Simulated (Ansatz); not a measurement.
# Calculated with Ansatz: CaNiN, relaxation

Launch command:

```bash
ansatz run input.yaml --threads 2 --pin off --max-ram 2560MiB --backend cpu --events-out ev --progress --plain --runs-dir out
```

Input:

```yaml
crystal:
  lattice:
    - [3.59566337, 0.0, 0.0]
    - [0.0, 3.59566337, 0.0]
    - [0.0, 0.0, 7.03849926]
  atoms:
    - { symbol: Ca, position: [0.0, 0.0, 0.25] }
    - { symbol: Ca, position: [0.0, 0.0, 0.75] }
    - { symbol: Ni, position: [0.5, 0.5, 0.0], spin: 2, spin_axis: [0.44721, 0.0, 0.89443] }
    - { symbol: Ni, position: [0.5, 0.5, 0.5], spin: 2, spin_axis: [0.44721, 0.0, -0.89443] }
    - { symbol: "N", position: [0.0, 0.5, 0.0] }
    - { symbol: "N", position: [0.5, 0.0, 0.5] }
kpoints:
  mp_grid: { grid: [5, 5, 3], shift: [0, 0, 0] }
magnetization:
  noncollinear: true
  spin_orbit: false
scf:
  occupations: { method: fermi_dirac, width: 0.087 }
  lower_state_search: "off"
hamiltonian:
  pseudopotentials: { kind: paw }
  xc: pbesol
basis:
  ecutwfc: 420
  fft_grid_basis: typed
relax:
  max_steps: 80
  cell: { p_target: 0.0 }
  f_tol: 0.03
output:
  forces: true
  stress: true
  eigenvalues: true
  bader: true
  populations: true
  elf: true
  write_potential: true
  volumetric_format: npy
  dos:
    e_range: [-12, 8]
    de: 0.05
    projected: { site_lists: { Ca: [Ca], "N": ["N"], Ni: [Ni] } }
    method: { smearing: { sigma: 0.1, scheme: gaussian } }
checkpoint:
  read: saved_state
```

Origin of the cell: a database entry, scaled a little.

The saved state is a converged single point of the same cell.

Steps («new basis» is an SCF on plane waves selected anew at the same cell):

```json
{"step": "1", "ΔF (meV/atom)": "0.0", "max force component (eV/Å)": "0.000", "P (GPa)": "-6.62", "volume (Å³)": "91.00", "SCF iterations": "37", "step was": "accepted"}
{"step": "2", "ΔF (meV/atom)": "-16.3", "max force component (eV/Å)": "0.000", "P (GPa)": "-0.74", "volume (Å³)": "85.64", "SCF iterations": "36", "step was": "accepted"}
{"step": "3", "ΔF (meV/atom)": "-21.2", "max force component (eV/Å)": "0.000", "P (GPa)": "-0.03", "volume (Å³)": "85.96", "SCF iterations": "16", "step was": "accepted"}
{"step": "4", "ΔF (meV/atom)": "-21.2", "max force component (eV/Å)": "0.000", "P (GPa)": "0.01", "volume (Å³)": "85.98", "SCF iterations": "15", "step was": "accepted"}
{"step": "5", "ΔF (meV/atom)": "-20.2", "max force component (eV/Å)": "0.000", "P (GPa)": "-0.10", "volume (Å³)": "85.98", "SCF iterations": "6", "step was": "new basis"}
{"step": "6", "ΔF (meV/atom)": "-20.2", "max force component (eV/Å)": "0.000", "P (GPa)": "0.00", "volume (Å³)": "85.91", "SCF iterations": "12", "step was": "accepted"}
{"step": "7", "ΔF (meV/atom)": "-20.2", "max force component (eV/Å)": "0.000", "P (GPa)": "0.00", "volume (Å³)": "85.91", "SCF iterations": "5", "step was": "new basis"}
```

The starting structure.

Space group P4_2/mmc (No. 131); the run's cell has a = 3.596 Å, b = 3.596 Å, c = 7.038 Å, α = 90.00°, β = 90.00°, γ = 90.00°. Shortest distances: N–Ni 1.80 Å, Ca–N 2.52 Å, Ca–Ni 3.09 Å, Ca–Ca 3.52 Å, Ni–Ni 3.52 Å, N–N 3.60 Å.

After:

Space group P4_2/mmc (No. 131); the run's cell has a = 3.513 Å, b = 3.513 Å, c = 6.960 Å, α = 90.00°, β = 90.00°, γ = 90.00°. Shortest distances: N–Ni 1.76 Å, Ca–N 2.47 Å, Ca–Ni 3.03 Å, Ni–Ni 3.48 Å, Ca–Ca 3.48 Å, N–N 3.51 Å.

```
CELL_PARAMETERS angstrom
3.51335 0.00000 0.00000
0.00000 3.51335 0.00000
0.00000 0.00000 6.95984
ATOMIC_POSITIONS crystal
Ca 0.00000 0.00000 0.25000
Ca 0.00000 0.00000 0.75000
Ni 0.50000 0.50000 0.00000
Ni 0.50000 0.50000 0.50000
N 0.00000 0.50000 0.00000
N 0.50000 0.00000 0.50000
```

- Free energy lowered by: 20.2 meV/atom
- Volume change: -5.59 %
- Final pressure: 0.00 GPa
- Relaxation steps listed: 7
- Gap on the mesh: none (metal)

Caveats: a starting moment was lost; the electronic state may be unstable; the k mesh is coarse if the cell is a metal; the relaxation held the start's symmetry, so the end may be a saddle point; the run holds no moments, so a magnetic state may lie lower; the program can leave such a cell on a higher state.

The run took 510 s of wall time on 2 CPU thread(s) of a shared host, from a saved density.
